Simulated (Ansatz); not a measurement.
A relaxed cell of CaZnC2N2 is given with its symmetry left out. The cell was found from a structure generator's guess, not taken from experiment.

Method: DFT PBE, scalar-relativistic, plane waves, PAW in Ansatz. Cutoff 420 eV, Γ-centred mesh, Gaussian smearing, no spin polarisation.

```
CELL_PARAMETERS angstrom
1.78185 1.02875 9.27376
-1.78185 1.02875 9.27376
0.00000 -2.05750 9.27376
ATOMIC_POSITIONS crystal
Ca 0.00000 0.00000 0.00000
Zn 0.50000 0.50000 0.50000
C 0.39003 0.39003 0.39003
C 0.60997 0.60997 0.60997
N 0.43291 0.43291 0.43291
N 0.56709 0.56709 0.56709
```

Formation energies are uncorrected and refer to the elements' standard structures at the same level (N₂ as a molecule).

Question: Find its symmetry and describe it.

Answer: R-3m (No. 166). Conventional cell: a = 3.564 Å, c = 27.821 Å. Ca is surrounded by 6 C at 2.59 Å; Zn is surrounded by 2 N at 1.87 Å; C has 1 N at 1.19 Å and 3 Ca at 2.59 Å; N is surrounded by 1 C at 1.19 Å and 1 Zn at 1.87 Å.

Question: How far does it lie from the elements in energy?

Answer: +0.27 eV/atom. A positive value: parting into the elements would lower its energy.

Question: Is it a metal?

Answer: Yes, bands cross the Fermi level on the 12×12×12 mesh.

The last run used a 12×12×12 mesh for its 6-atom cell and Gaussian smearing of 0.10 eV. The reference form of C is held partly by dispersion forces, which this level lacks. Symmetry constrained the relaxation, so the result can be a saddle point.
